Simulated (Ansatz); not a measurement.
BiB:
```
BiB
1.0
    0.00000     2.76074     2.76074
    2.76074     0.00000     2.76074
    2.76074     2.76074     0.00000
Bi B
1 1
Cartesian
  4.14112   4.14112   4.14112
  0.00000   0.00000   0.00000
```

Relaxed with PBE. Special points in fractions of this cell's reciprocal vectors: Γ (0.000, 0.000, 0.000); X (0.500, 0.000, 0.500); U (0.625, 0.250, 0.625); K (0.375, 0.375, 0.750); L (0.500, 0.500, 0.500); W (0.500, 0.250, 0.750).

List the band energies nearest the valence-band maximum at these points for PBE (plane waves, PAW; program Ansatz).

In eV from the valence-band maximum; about four levels below and three above (degenerate sets whole), none deeper than 8.9 eV; points with the same levels are listed once.

```json
[
 {"k": "Γ", "below": "0.00 0.00 0.00", "above": "0.16 2.79 2.79 2.79"},
 {"k": "X", "below": "-7.74 -3.39 -3.39", "above": "0.89 0.98 8.29"},
 {"k": "U", "below": "-7.46 -4.73 -2.89", "above": "1.31 3.61 6.99"},
 {"k": "L", "below": "-7.58 -1.57 -1.57", "above": "0.35 4.14 4.14"},
 {"k": "W", "below": "-7.43 -4.45 -4.06", "above": "3.27 3.89 4.98"}
]
```

Space group F-43m (zinc blende). The cell is a constructed one: a structure type filled with these elements; neither database checked (COD, Materials Project) lists it. Whether it is the stable phase at ambient conditions was not checked. Symmetry was held in the PBE relaxation; its stability against distortions is not shown here. Spin–orbit coupling is left out wherever it is not named.

Potentials: the later of the program's two PAW sets.
